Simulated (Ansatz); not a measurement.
Data:

CaO:
```
CELL_PARAMETERS angstrom
      0.00000     2.35399     2.35399
      2.35399     0.00000     2.35399
      2.35399     2.35399     0.00000
ATOMIC_POSITIONS crystal
  Ca 0.00000 0.00000 0.00000
  O  0.50000 0.50000 0.50000
```

This is the LDA-relaxed structure.

Q: All from LDA in the plane-wave PAW code Ansatz, unless another level is named. Give the Young's modulus.

A: 213 GPa.

Q: What about the elastic constants (relaxed ions, GPa)?

A: C11 = 260, C12 = 63.0, C44 = 80.0.

Space group Fm-3m (rock salt). The LDA relaxation kept the symmetry of its start; phonons on a q-mesh show no instability.

Potentials: the later of the program's two PAW sets.
